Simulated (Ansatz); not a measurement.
## Ti₃Sn: do energies and stresses tell the same story?

All numbers below come from DFT PBEsol, scalar-relativistic, plane waves, PAW in Ansatz.

Plane waves to 420 eV, a k mesh through Γ of 8×8×8 on the computed 8-atom cell and Gaussian smearing (0.10 eV); no spin polarisation.

Relaxed cell: Cmcm, a = 5.692 Å, b = 10.386 Å, c = 4.691 Å, α = 90.00°, β = 90.00°, γ = 90.00°, 8 atoms in the primitive cell. Whether it is the stable form of this composition wasn't checked.

Energies at zero smearing and pressures from the stress tensor, at volumes with shape and atoms relaxed:
```
V (Å³/atom) E − E(first) (meV/atom) P (GPa)
     15.254                     0.00    20.84
     15.774                   -56.89    14.41
     16.294                   -94.33     8.86
     16.814                  -115.07     4.10
     17.334                  -121.47     0.01
     17.854                  -115.55    -3.50
     18.374                   -99.06    -6.51
     19.067                   -63.24    -9.85
```

Question: Check P = −dE/dV between neighbouring volumes, and get the bulk modulus from the pressures alone.

Answer: With 1 eV/Å³ = 160.2 GPa:
```json
{"middle V (Å³/atom)": "15.514", "−ΔE/ΔV (GPa)": "17.527", "mean P (GPa)": "17.624"}
{"middle V (Å³/atom)": "16.034", "−ΔE/ΔV (GPa)": "11.537", "mean P (GPa)": "11.635"}
{"middle V (Å³/atom)": "16.554", "−ΔE/ΔV (GPa)": "6.389", "mean P (GPa)": "6.485"}
{"middle V (Å³/atom)": "17.074", "−ΔE/ΔV (GPa)": "1.972", "mean P (GPa)": "2.058"}
{"middle V (Å³/atom)": "17.594", "−ΔE/ΔV (GPa)": "-1.824", "mean P (GPa)": "-1.744"}
{"middle V (Å³/atom)": "18.114", "−ΔE/ΔV (GPa)": "-5.079", "mean P (GPa)": "-5.004"}
{"middle V (Å³/atom)": "18.720", "−ΔE/ΔV (GPa)": "-8.277", "mean P (GPa)": "-8.180"}
```

The two differ by 0.10 GPa at most. The mean of two end pressures misses the average over a step by about ΔV² P″/12, up to 0.08 GPa here; with that taken off 0.04 GPa remains. The stress is the derivative of the free energy, not of the energy at zero smearing, and with free energies 0.00 GPa remains. Around V = 17.334 Å³/atom, the two neighbours give B = −V ΔP/ΔV = 17.334 × 7.60 / 1.040 = 126.7 GPa, against B0 = 126.1 GPa from the Birch–Murnaghan fit of the energies.